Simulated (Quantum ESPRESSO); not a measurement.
# Moving one atom in Si3PC3B

The results below are calculated, not measured. They come from pw.x of Quantum ESPRESSO 7.5, a plane-wave density functional program, with PseudoDojo standard norm-conserving files (v0.5 for PBE, v0.4.1 for LDA and PBEsol). The cells are made up: elements, strain and atom displacements were drawn at random, and nothing was relaxed. There is no spin polarisation, spin-orbit coupling or dispersion term.

The cell has 8 sites of a wurtzite lattice (rectangular cell). Sites 1 to 4 hold Si P Si Si; sites 5 to 8 hold C C C B. Cell vectors in Å: (3.178, -0.007, 0.013); (-0.013, 5.513, 0.048); (0.021, 0.045, 5.088). Settings: PBE, cutoff 1116 eV, 6 x 4 x 4 k mesh shifted by half a step, Fermi-Dirac smearing of 0.025 eV.

Each run shifts the C atom on site 6 along z and leaves all else fixed. Site 2 is one of its nearest neighbours. E is the free energy of the cell above the lowest run shown. The last column is band 17 less band 16 at Gamma, from a band step after each run.

| run | shift (Å) | Fz on site 6 (eV/Å) | Fz on site 2 (eV/Å) | P (GPa) | E (meV) | level step at Gamma (eV) |
| --- | --- | --- | --- | --- | --- | --- |
| 1 | -0.1601 | 0.438 | -1.644 | -2.05 | 3.6 | 1.490 |
| 2 | -0.1462 | 0.089 | -1.475 | -2.09 | 0.0 | 1.500 |
| 4 | -0.1161 | -0.612 | -1.157 | -2.13 | 8.1 | 1.518 |
| 5 | 0.0546 | -3.443 | -0.275 | -1.27 | 378.9 | 1.600 |
| 6 | 0.1299 | -4.211 | -0.196 | -0.50 | 668.6 | 1.626 |
| 7 | 0.1456 | -4.342 | -0.193 | -0.33 | 735.8 | 1.631 |
| 3 | -0.1320 | ? | ? | ? | ? | ? |

A rerun of one of these cells at 1347 eV and k mesh 8 x 6 x 6 moved values by no more than 0.006 eV in the cell's energy, 0.15 GPa in stress and 0.012 eV/Å in force.

## Worked fit

A parabola through the six runs shown gives Fz on site 6 = -2.715 - 15.14 u + 27.7 u² eV/Å, with u in Å and a scatter of 0.023 eV/Å. Minus the slope, 15.14 ± 0.54 eV/Å², is this atom's force constant along z at u = 0, with its periodic images moving too. The fitted force vanishes at u = -0.142 Å, where the energy should be lowest along this line. The error is the larger of the fit's own and the change that a cubic makes, rounded up.

## Withheld run

Question: what Fz on site 6 should run 3 give?

The fit gives -0.234 eV/Å. The calculation gave -0.251 eV/Å.

```
run,shift (Å),Fz on site 6 (eV/Å),Fz on site 2 (eV/Å),P (GPa),E (meV),level step at Gamma (eV)
3,-0.1320,-0.251,-1.317,-2.12,1.2,1.509
```